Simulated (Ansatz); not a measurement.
# Fitting the PBEsol energy curve of NaTl

```
Tl Na
1.0
     0.00000    3.73100    3.73100
     3.73100    0.00000    3.73100
     3.73100    3.73100    0.00000
Tl Na
2 2
Direct
  0.75000 0.75000 0.75000
  0.50000 0.50000 0.50000
  0.00000 0.00000 0.00000
  0.25000 0.25000 0.25000
```

The cell was scaled at fixed shape and fractions and run with Ansatz, all-electron LAPW, scalar-relativistic; PBEsol, k mesh 6 × 6 × 6 on the cell of 4 atoms, fermi-dirac occupations of 0.05 eV, no spin polarisation, no spin-orbit coupling. Energies are those that the program minimises, any entropy of the smearing included. For a metal such a mesh isn't converged to the digits shown.

| V (Å³/atom) | energy over the lowest row (meV/atom) |
| --- | --- |
| 24.4103 | 9.687 |
| 24.9297 | ? |
| 25.4491 | 1.399 |
| 25.9684 | 0.000 |
| 26.4878 | 0.149 |
| 27.0072 | 1.656 |
| 27.5265 | 4.363 |

Task: Fit the third-order Birch-Murnaghan form, give V0, B0 and B′, and predict the energy left open.

Result: With y = (V0/V)^(2/3), E = E0 + (9 V0 B0/16) [(y - 1)³ B′ + (y - 1)² (6 - 4y)]. Least squares through the rows shown give V0 = 26.1730 Å³/atom, E0 = -0.115 meV, B0 = 22.82 GPa (1 eV/Å³ = 160.218 GPa) and B′ = 5.37, with a largest miss of 0.001 meV. At V = 24.9297 the form with these constants gives 4.549 meV; the run gave 4.548 meV an atom.
